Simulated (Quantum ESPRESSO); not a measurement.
**Kohn-Sham bands of TaSi2 (P6₂22)**

```
TaSi2
1.0
    4.76863     0.00000     0.00000
   -2.38432     4.12975     0.00000
    0.00000     0.00000     6.52141
Ta Si
3 6
Direct
  0.00000   0.50000   0.16667
  0.50000   0.00000   0.50000
  0.50000   0.50000   0.83333
  0.84138   0.68277   0.50000
  0.15862   0.84138   0.83333
  0.31723   0.15862   0.16667
  0.15862   0.31723   0.50000
  0.84138   0.15862   0.83333
  0.68277   0.84138   0.16667
```

Structure: Materials Project mp-517, symmetrised, not relaxed again. COD (Crystallography Open Database) has the formula in 2 space groups, this one among them (matched by group alone). Computed values, not measurements, from PBEsol: Quantum ESPRESSO (norm-conserving PseudoDojo potentials, cutoff 47 Ry, no spin polarisation, no spin-orbit coupling) on a Γ-centred 4×4×4 mesh, then Wannier90. Density: 12×12×6 mesh, cold smearing 0.01 Ry. Spin-orbit coupling is left out although heavy elements are present.

List the Kohn-Sham levels between −8 and 3.0 eV relative to the Fermi level at the high-symmetry points, as a band run of pw.x on that density gives them (levels within 2 meV counted together).


```csv
point,k (reciprocal lattice),levels (eV)
Γ,0.000 0.000 0.000,"-6.66, -5.98 (×2), -5.91 (×2), -4.84, -3.88 (×2), -3.48, -2.58 (×2), -2.50 (×2), -2.47, -2.22 (×2), -1.48, 0.73, 2.96 (×2)"
M,0.500 0.000 0.000,"-6.88, -5.87, -5.73, -4.70, -4.36, -3.82, -3.57, -2.72, -2.28, -2.12 (×2), -1.12, -0.76, -0.10, -0.06, 0.86, 1.22, 1.54, 1.98, 2.31, 2.48"
K,0.333 0.333 0.000,"-6.88, -6.56, -6.06 (×2), -3.76, -2.80 (×2), -2.11, -1.97 (×2), -1.78, -1.73 (×2), 0.35 (×2), 0.55, 2.13 (×2), 2.19 (×2), 2.20, 2.50"
A,0.000 0.000 0.500,"-7.99, -6.51, -6.39, -5.94 (×2), -5.10 (×2), -4.94 (×2), -4.20, -2.82, -2.73 (×2), -2.27, -2.05, -1.79 (×2), 1.17 (×2), 2.67 (×2)"
L,0.500 0.000 0.500,"-7.77, -6.58, -5.68, -5.45, -4.90, -4.27, -3.79, -2.70, -2.46, -2.18, -2.14, -2.07, -2.06, -1.84, -0.71, -0.31, 1.56, 1.97, 2.54, 2.55, 2.62, 2.80"
H,0.333 0.333 0.500,"-7.98, -5.32, -4.87 (×2), -4.54, -2.82 (×2), -2.57, -2.55 (×2), -2.39, -0.79 (×2), -0.17 (×2), 0.94, 1.56 (×2), 2.33, 2.85 (×2)"
```
